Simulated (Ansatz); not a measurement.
# Structure optimisation: cadmium, simple cubic

The calculation used DFT, PBEsol, plane waves (420 eV) with PAW, scalar-relativistic (Ansatz). (PAW data from PBE, frozen cores regenerated.)

k-point mesh 11×11×11, Fermi-Dirac smearing 0.1 eV, no spin polarisation. Cell and atoms relax.

Starting structure:

```yaml
crystal:
  lattice:
    - [2.856675876, 0.0, 0.0]
    - [0.0, 2.856675876, 0.0]
    - [0.0, 0.0, 2.856675876]
  atoms:
    - { symbol: Cd, position: [0.0, 0.0, 0.0] }
hamiltonian:
  xc: pbesol
  pseudopotentials:
    kind: paw
    azcp:
      Cd: "pseudopotentials/Cd.paw.azcp"
basis:
  ecutwfc: 420
  fft_grid_basis: typed
kpoints:
  mp_grid: { grid: [11, 11, 11], shift: [0, 0, 0] }
magnetization:
  spin_polarized: false
scf:
  occupations: { method: fermi_dirac, width: 0.1 }
relax:
  max_steps: 60
  f_tol: 0.01
  cell: {}
output:
  write_density: true
  write_potential: true
  elf: true
  volumetric_format: npy
```

Task: The pressure at the start is 2.5 GPa. By how much does the volume change?

Result: From 23.31 to 24.49 Å³ per atom, 5.0 %. The final cell has a = 2.904 Å.

Task: How much energy does the relaxation gain?

Result: 8.6 meV per atom.
